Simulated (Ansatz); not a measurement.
ZnIn2O4:
Space group I-4 (No. 82); a = 4.6964 Å, b = 4.6964 Å, c = 10.0269 Å, α = 90.00°, β = 90.00°, γ = 90.00°

| atom | site | symmetry | x | y | z |
|---|---|---|---|---|---|
| In | 2b | -4.. | 0.0000 | 0.0000 | 0.5000 |
| In | 2d | -4.. | 0.5000 | 0.0000 | 0.2500 |
| Zn | 2a | -4.. | 0.0000 | 0.0000 | 0.0000 |
| O | 8g | 1 | 0.2780 | 0.2403 | 0.3870 |
(The calculation used a cell of 7 atoms; values per cell refer to that cell.)

Relaxed with PBEsol.

**Question.** Decompose the optical modes at the zone centre into irreducible representations, and say which are infrared and Raman allowed.

**Answer.** Point group -4: Γ_opt = 3A + 5B + 5E. Infrared: B, E. Raman: A, B, E.

**Question.** Assign frequencies (DFPT, the program Ansatz at the PBEsol level (PAW); without the LO–TO term).

**Answer.** E 103, B 117, E 144, B 205, E 283, A 286, B 314, E 460, B 508, A 534, E 544, B 546, A 603 cm⁻¹.

Subscripts of B labels follow the axes of the standard setting.

A made-up cell: these elements were put on the sites of a structure type; neither database checked (COD, Materials Project) lists it. Whether it is the stable phase at ambient conditions was not checked. The PBEsol relaxation kept the symmetry of its start; its stability against distortions is not shown here.

Potentials: the earlier of the program's two PAW sets. The files were generated under PBE; for other functionals the program regenerates the frozen cores, and for LDA and PBEsol the local potential too.
